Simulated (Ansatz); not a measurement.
## Telling polymorphs of La2MgSe4 apart by La-139

Level of theory: DFT, PBE, plane waves and PAW, scalar-relativistic, 420 eV cutoff (Ansatz 0.2.0). Q(La-139) = 206.0 mb, I = 7/2. The cells come from the Materials Project (computed, not necessarily observed phases), with the atoms as given. Spin–orbit coupling is left out, which moves gradients at and beside heavy atoms (La) by some per cent and at some sites by far more.

Problem. Rank the structures by their largest La-139 |C_Q|, smallest first.
A. Fd-3m, 14 atoms in the cell run; La site: 6 Se at 3.02 Å
B. I-42d, 14 atoms in the cell run; La site: 8 Se at 2.94–3.40 Å
C. Pnma, 28 atoms in the cell run; La sites: (1) 6 Se at 3.00–3.05 Å. (2) 6 Se at 2.98–3.07 Å.

Solution. A (12.0 MHz), C (21.7 MHz), B (48.2 MHz).
